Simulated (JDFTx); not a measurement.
Reference run:

Re(0001) slab cut from bulk Re (space group P6_3/mmc, indices of the conventional cell, lattice of the Materials Project entry mp-8, not re-optimised): 4 atoms in 4 planes, a 1x1 cell of 6.62 Å² (|a| = 2.765, |b| = 2.765 Å), 6.7 Å between the outermost planes, cell height 22.7 Å, 8×8×1 k mesh, Fermi smearing 0.01 Ha, no spin polarisation.

Reference level: PBE, GBRV ultrasoft potentials, plane waves to 20/100 Ha, in a modified build of JDFTx. Unrelaxed; liquid: CANDLE, water, 1 M NaF. U vs SHE = −μ/e − 4.44 V throughout (conventional absolute potential of the hydrogen electrode).

Settings tried: 3×3×1; 4×4×1; 6×6×1; 8×8×1; 12×12×1; 18×18×1.

Which is the cheapest setting from which the work function and U_pzc both stay within 0.03 (eV, V) of the last one?

8×8×1, at roughly 0.3 of the last row's time. Over the whole series the work function spans 0.30 eV and U_pzc 0.30 V.

```
k mesh   work function (eV)  U_pzc (V)  k states × plane waves  cycles, vacuum run  rough core time, vacuum run
-------  ------------------  ---------  ----------------------  ------------------  ---------------------------
3×3×1                  5.14       0.34                3 × 4332                  20                         70 s
4×4×1                  4.84       0.04                4 × 4332                  19                         80 s
6×6×1                  5.09       0.30                7 × 4335                  19                        2 min
8×8×1                  5.05       0.26               10 × 4332                  19                        2 min
12×12×1                5.05       0.26               19 × 4334                  20                        4 min
18×18×1                5.05       0.26               37 × 4333                  20                        8 min
```

Core times come from shared machines and are rough, one run each.
